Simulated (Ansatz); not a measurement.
**The bulk modulus of WC from a series of volumes**

Reference cell: a COD entry, whose atoms a relaxation with PBE at fixed cell left in place.

```
CELL_PARAMETERS angstrom
2.89820 0.00000 0.00000
-1.44910 2.50991 0.00000
0.00000 0.00000 2.83140
ATOMIC_POSITIONS crystal
W 0.00000 0.00000 0.00000
C 0.66667 0.33333 0.50000
```

Atoms are numbered from 1 in the order listed; like atoms form one site, named after its first atom.

Level of theory: DFT, PBE, plane waves and PAW, scalar-relativistic, collinear spin, 420 eV cutoff, Γ-centred 18×18×16 k-points, Fermi–Dirac smearing 0.05 eV (Ansatz 0.2.0). Start moments as typed (μB): 2 on each W, none on the rest.

The cell is scaled uniformly, and the ions relax again at each size.

| V/V₀ | pressure (GPa) |
| --- | --- |
| 0.94 | 38.4 |
| 0.96 | 27.5 |
| 0.98 | ? |
| 1.00 | 8.7 |
| 1.02 | 0.7 |
| 1.04 | -6.6 |
| 1.06 | -13.1 |

(1) Estimate the row at V/V₀ = 0.98 and the bulk modulus.

## Answers

(1) pressure (GPa): 17.6. Worked: a parabola in ln(V/V₀) through the other 6 rows gives 17.7 GPa there. It crosses zero pressure at V/V₀ = 1.022, the equilibrium volume of this functional, where the bulk modulus is B = −dP/d ln V = 388 GPa. The shape of the cell is held, so in this non-cubic crystal both values are those of uniform scaling, and B is an upper bound to the hydrostatic one.

The start moments die out, and the run ends without spin.
